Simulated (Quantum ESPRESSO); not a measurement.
# Ge7: a curve over strain

A calculation, not a measurement. The program is pw.x of Quantum ESPRESSO 7.5 (plane-wave density functional theory). The cell is made up: 7 atoms on a zincblende/diamond lattice with one site empty, with randomly drawn elements, strain and displacements, not relaxed. PseudoDojo standard norm-conserving files (v0.5 for PBE, v0.4.1 for LDA and PBEsol) set the functional; there is no spin polarisation, spin-orbit coupling or dispersion term, and the masses in the input are unused placeholders. A spin-polarised start on this cell or one of its family kept no moment.

Seven runs add a strain to one cell (the same linear strain along x, y and z); the atoms follow the cell and are not relaxed. Stress in the table is positive in tension.

Input of the run at +0.0038:

```
&control calculation='scf', pseudo_dir='./dojo.nc.sr.pbe.v0_5.standard.upf', outdir='./o', disk_io='medium', tprnfor=.true., tstress=.true. /
&system ibrav=0, nat=7, ntyp=1, nbnd=59, ecutwfc=77.98206166, nosym=.true., tot_charge=0,
 occupations='smearing', smearing='fd', degauss=0.0073498644
/
&electrons conv_thr=7.350e-09, electron_maxstep=60, /
ATOMIC_SPECIES
Ge 1.0 Ge.upf
CELL_PARAMETERS angstrom
5.9712 -0.0283 0.032
-0.0283 5.9427 -0.0443
0.032 -0.0443 5.8709
ATOMIC_POSITIONS angstrom
Ge 0.1152 2.9754 2.9944
Ge 2.9378 0.0084 2.9838
Ge 2.9051 2.9387 -0.0013
Ge 1.4566 1.5269 1.4644
Ge 1.5293 4.4897 4.1904
Ge 4.3435 1.5118 4.4346
Ge 4.6022 4.2949 1.3496
K_POINTS automatic
6 6 6 1 1 1
```

| added strain | free energy less that of the input shown (eV) | stress xx (GPa) | stress yy (GPa) | stress zz (GPa) | stress xy (GPa) | pressure (GPa) | iterations |
| --- | --- | --- | --- | --- | --- | --- | --- |
| -0.0234 | -0.1269 | 0.17 | -0.93 | -0.25 | -2.04 | 0.34 | 11 |
| -0.0122 | -0.1127 | 1.52 | 0.48 | 1.09 | -1.73 | -1.03 | 11 |
| +0.0038 | 0.0000 | 3.09 | 2.14 | 2.64 | -1.35 | -2.62 | 11 |
| +0.0156 | 0.1432 | 4.02 | 3.12 | 3.56 | -1.11 | -3.56 | 11 |
| +0.0199 | 0.2068 | 4.31 | 3.43 | 3.85 | -1.03 | -3.86 | 11 |
| +0.0237 | 0.2674 | 4.55 | 3.69 | 4.09 | -0.96 | -4.11 | 11 |

Question: one run is left out of the table, at +0.0096. Estimate its stress xx (GPa).

Answer: 3.57. The whole row:

| added strain | free energy less that of the input shown (eV) | stress xx (GPa) | stress yy (GPa) | stress zz (GPa) | stress xy (GPa) | pressure (GPa) | iterations |
| --- | --- | --- | --- | --- | --- | --- | --- |
| +0.0096 | 0.0645 | 3.57 | 2.64 | 3.11 | -1.23 | -3.11 | 11 |

A cubic fit gives a slope of stress xx against the added strain of 92 GPa at zero added strain, with the atoms clamped. Across the table the free energy follows the integral of the stress to within 4.1 meV. A rerun of one of the cells at 1347 eV and a 8 x 8 x 8 mesh moved values by no more than 0.003 eV in energy, 0.02 GPa in stress and 0.004 eV/Å in force.